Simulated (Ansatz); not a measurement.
A generator proposed this cell of NaTaSe₂.

Space group P4/mmm (No. 123). a = 4.160 Å, b = 4.160 Å, c = 6.692 Å, α = 90.00°, β = 90.00°, γ = 90.00°
```json
{"atom": "Na", "site": "1b", "symmetry": "4/mmm", "x": "0.0000", "y": "0.0000", "z": "0.5000"}
{"atom": "Ta", "site": "1c", "symmetry": "4/mmm", "x": "0.5000", "y": "0.5000", "z": "0.0000"}
{"atom": "Se", "site": "1d", "symmetry": "4/mmm", "x": "0.5000", "y": "0.5000", "z": "0.5000"}
{"atom": "Se", "site": "1a", "symmetry": "4/mmm", "x": "0.0000", "y": "0.0000", "z": "0.0000"}
```

Method: Ansatz, DFT PBE, scalar-relativistic, plane waves, PAW. Cutoff 420 eV; k points 4×4×4 on the computed 4-atom cell (Γ-centred); Gaussian smearing, width 0.10 eV; collinear spin from starting moments 0.0 1.0 0.0 0.0 μB.

Energies over the elements count from the elements' standard structures at the same level, with no fitted energy shifts.

Question: How far from equilibrium is it?

Answer: The pressure is -10.9 GPa (the mean over three directions, positive in compression), the largest force is 0.00 eV/Å (symmetry fixes the atoms), and the energy is +0.13 eV/atom against the elements. The shortest distance is 2.94 Å.

Question: Is it a good guess?

Answer: A rough one: relaxing gains about 0.55 eV/atom (the start's value is from the coarse mesh, so the gain is rough) in 13 ionic steps and ends at −0.42 eV/atom on the finer mesh. The symmetry stays P4/mmm (No. 123). The volume per atom shrinks by 31.5 %, from 28.9 to 19.8 Å³. The shortest distance goes from 2.94 Å (Na–Se and Ta–Se) to 2.65 Å (Na–Se and Ta–Se). The ratio c/a of the conventional cell changes by a factor of 0.85. Conventional cell: a = 3.868 Å, c = 5.303 Å. Na has 6 Se at 2.65–2.74 Å; Ta is surrounded by 6 Se at 2.65–2.74 Å; Se on its first site has 2 Ta at 2.65 Å and 4 Na at 2.74 Å; 1 more site not described.

The last run used a 12×12×10 mesh (in the run's order of axes) for its 4-atom cell and Gaussian smearing of 0.10 eV. Spin–orbit coupling, which can matter for Ta, is left out. The cell is a metal run without spin; a magnetic state may lie lower. The reference form of Se is held partly by dispersion forces, which this level lacks. The relaxation can't lower the symmetry of the start, and the grade says only how near the guess is to its own end. Symmetry constrained the relaxation, so the result can be a saddle point.
